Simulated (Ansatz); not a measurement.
Here is the system:

KIn₉Ni₂:
```
KIn9Ni2
1.0
    8.72093     0.00000     0.00000
   -4.36047     7.55255     0.00000
    0.00000     0.00000     4.35839
K Ni In
1 2 9
Direct
  0.00000   0.00000   0.00000
  0.33333   0.66667   0.00000
  0.66667   0.33333   0.00000
  0.20880   0.41759   0.50000
  0.79120   0.20880   0.50000
  0.58241   0.79120   0.50000
  0.79120   0.58241   0.50000
  0.20880   0.79120   0.50000
  0.41759   0.20880   0.50000
  0.00000   0.50000   0.00000
  0.50000   0.00000   0.00000
  0.50000   0.50000   0.00000
```

This is the r²SCAN-relaxed structure.

All from DFT-r²SCAN in the program Ansatz with PAW potentials, unless another level is named. Predict the formation energy from the elements (no fitted shifts).

-195 meV/atom.

Give the density of states at the Fermi level.

0.31 states/eV per atom (mean over ±0.08 eV).

Space group P6/mmm. The workflow started from an entry of the Crystallography Open Database (COD, 293 K). Its standing as an ambient phase is unchecked. The r²SCAN relaxation kept the symmetry of its start; its stability against distortions is not shown here. The workflow began spin-polarised and lost its moments. The references are the lowest solids computed at this level, not always the standard phases. Scalar-relativistic: spin–orbit coupling is off unless named, which matters more the heavier the elements.

Potentials: the later of the program's two PAW sets.
